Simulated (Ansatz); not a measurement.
AlPt₃N:
```
CELL_PARAMETERS angstrom
      4.13408     0.00000     0.00000
      0.00000     4.13408     0.00000
      0.00000     0.00000     4.13408
ATOMIC_POSITIONS crystal
  Al 0.00000 0.00000 0.00000
  Pt 0.00000 0.50000 0.50000
  Pt 0.50000 0.00000 0.50000
  Pt 0.50000 0.50000 0.00000
  N  0.50000 0.50000 0.50000
```

Relaxed with PBEsol. Special points in fractions of this cell's reciprocal vectors: Γ (0.000, 0.000, 0.000); X (0.000, 0.500, 0.000); M (0.500, 0.500, 0.000); R (0.500, 0.500, 0.500).

Problem. List the band energies nearest the Fermi level at these points for DFT-PBEsol in the program Ansatz with PAW potentials.

Solution. In eV from the Fermi level; about four levels below and three above (degenerate sets whole), none deeper than 8.9 eV; points with the same levels are listed once.

```json
[
 {"k": "Γ", "below": "-0.83 -0.79 -0.79 -0.79", "above": "0.65 0.65 0.65"},
 {"k": "X", "below": "-2.20 -1.33 -1.33 -0.79", "above": "1.01 1.04 3.84 3.84"},
 {"k": "M", "below": "-1.62 -0.56 -0.39 -0.39", "above": "0.60 4.00 4.00"},
 {"k": "R", "below": "-2.32 -2.32 -1.01 -1.01 -1.01", "above": "0.80 0.80 0.80"}
]
```

Space group Pm-3m (anti-perovskite). The start of the workflow was typed in or built on a structure type; neither database checked (COD, Materials Project) lists it. Whether it is the stable phase at ambient conditions was not checked. The cell was relaxed with PBEsol under the symmetry of its start. At this level the phase is dynamically unstable (imaginary phonons). The run is not spin-polarised. The volume moved by 18 % from the start of the relaxation. Its formation energy is positive at this level, so the cell may be metastable or incomplete. Scalar-relativistic: spin–orbit coupling is off unless named, which matters more the heavier the elements.

Potentials: the earlier of the program's two PAW sets. The files were generated under PBE; for other functionals the program regenerates the frozen cores, and for LDA and PBEsol the local potential too.
